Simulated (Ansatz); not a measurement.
CsHgCl3 (cubic perovskite, space group No. 221), PBE in the plane-wave PAW code Ansatz, all energies at zero smearing, with the estimated change up to a 700 eV cutoff added, with one set of potentials and settings (totals compare only within such a set). Cell of 5 atoms (1 Cs, 1 Hg, 3 Cl): -22728.599 eV.

```json
[
 {"element": "Cs", "reference phase": "P6_3/mmc, 2 atoms in the cell", "E (eV/atom)": "-5670.7673"},
 {"element": "Hg", "reference phase": "P6_3/mmc, 2 atoms in the cell", "E (eV/atom)": "-13813.4607"},
 {"element": "Cl", "reference phase": "Cmce, 4 atoms in the cell", "E (eV/atom)": "-1079.4982"}
]
```

Formation energy per atom, worked out: (-22728.599 − 1×(-5670.7673) − 1×(-13813.4607) − 3×(-1079.4982))/5 = -1.175 eV/atom (-113 kJ per mol of atoms), at 0 K, without zero-point energy or fitted corrections.

Space group Pm-3m (cubic perovskite). The workflow started from an entry of the Crystallography Open Database (COD), which files this formula under 2 space groups. Whether it is the stable phase at ambient conditions was not checked. The cell was relaxed with PBE under the symmetry of its start; its stability against distortions is not shown here. The references are the lowest solids computed at this level, not always the standard phases (solids in place of the gases). Scalar-relativistic: spin–orbit coupling is off unless named, which matters more the heavier the elements.

Potentials: the later of the program's two PAW sets.
